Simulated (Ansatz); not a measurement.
S:
```yaml
crystal:
  lattice:
    - [0.00000, 7.83258, 12.17006]
    - [6.46764, 0.00000, 12.17006]
    - [6.46764, 7.83258, 0.00000]
  atoms:
    - { symbol: S, position: [0.88321, 0.78509, 0.74622] }
    - { symbol: S, position: [0.78509, 0.88321, 0.58548] }
    - { symbol: S, position: [0.58548, 0.74622, 0.78509] }
    - { symbol: S, position: [0.74622, 0.58548, 0.88321] }
    - { symbol: S, position: [0.36679, 0.46491, 0.50378] }
    - { symbol: S, position: [0.46491, 0.36679, 0.66452] }
    - { symbol: S, position: [0.66452, 0.50378, 0.46491] }
    - { symbol: S, position: [0.50378, 0.66452, 0.36679] }
    - { symbol: S, position: [0.83921, 0.93536, 0.83883] }
    - { symbol: S, position: [0.93536, 0.83921, 0.38661] }
    - { symbol: S, position: [0.38661, 0.83883, 0.93536] }
    - { symbol: S, position: [0.83883, 0.38661, 0.83921] }
    - { symbol: S, position: [0.41079, 0.31464, 0.41117] }
    - { symbol: S, position: [0.31464, 0.41079, 0.86339] }
    - { symbol: S, position: [0.86339, 0.41117, 0.31464] }
    - { symbol: S, position: [0.41117, 0.86339, 0.41079] }
    - { symbol: S, position: [0.01178, 0.91295, 0.74503] }
    - { symbol: S, position: [0.91295, 0.01178, 0.33024] }
    - { symbol: S, position: [0.33024, 0.74503, 0.91295] }
    - { symbol: S, position: [0.74503, 0.33024, 0.01178] }
    - { symbol: S, position: [0.23822, 0.33705, 0.50497] }
    - { symbol: S, position: [0.33705, 0.23822, 0.91976] }
    - { symbol: S, position: [0.91976, 0.50497, 0.33705] }
    - { symbol: S, position: [0.50497, 0.91976, 0.23822] }
    - { symbol: S, position: [0.96728, 0.06389, 0.58377] }
    - { symbol: S, position: [0.06389, 0.96728, 0.38506] }
    - { symbol: S, position: [0.38506, 0.58377, 0.06389] }
    - { symbol: S, position: [0.58377, 0.38506, 0.96728] }
    - { symbol: S, position: [0.28272, 0.18611, 0.66623] }
    - { symbol: S, position: [0.18611, 0.28272, 0.86494] }
    - { symbol: S, position: [0.86494, 0.66623, 0.18611] }
    - { symbol: S, position: [0.66623, 0.86494, 0.28272] }
```

Relaxed with PBE. Special points in fractions of this cell's reciprocal vectors: Γ (0.000, 0.000, 0.000); Y (0.500, 0.000, 0.500); T (1.000, 0.500, 0.500); Z (0.500, 0.500, 0.000); Σ0 (0.000, 0.491, 0.491); U0 (1.000, 0.509, 0.509); C0 (0.500, 0.150, 0.650); A0 (0.500, 0.850, 0.350); L (0.500, 0.500, 0.500).

### Question
List the band energies nearest the valence-band maximum at these points for plane-wave PAW PBE (Ansatz code).

### Answer
In eV from the valence-band maximum; about four levels below and three above (degenerate sets whole), none deeper than 8.9 eV; points with the same levels are listed once.

```json
[
 {"k": "Γ", "below": "-0.40 -0.35 -0.16 0.00", "above": "2.76 2.78 2.82 2.82"},
 {"k": "Y", "below": "-0.31 -0.31 -0.21 -0.21", "above": "2.84 2.84 2.91 2.91 2.91 2.91"},
 {"k": "T", "below": "-0.30 -0.30 -0.22 -0.22", "above": "2.74 2.74 2.76 2.76"},
 {"k": "Z", "below": "-0.38 -0.38 -0.06 -0.06", "above": "2.85 2.85 2.88 2.88"},
 {"k": "Σ0", "below": "-0.30 -0.29 -0.23 -0.22", "above": "2.74 2.74 2.76"},
 {"k": "C0", "below": "-0.35 -0.35 -0.18 -0.18", "above": "2.82 2.82 2.87 2.87"},
 {"k": "L", "below": "-0.41 -0.41 -0.27 -0.25 -0.08", "above": "2.75 2.79 2.85"}
]
```

Space group Fddd (α-S8). The PBE relaxation kept the symmetry of its start. The volume lies over 15 % above that of the usual cell of this phase: another minimum, or an error of the functional. A crystal of weakly bound molecules computed without a dispersion correction: the cell and the soft elastic constants depend strongly on that.

Potentials: the later of the program's two PAW sets.
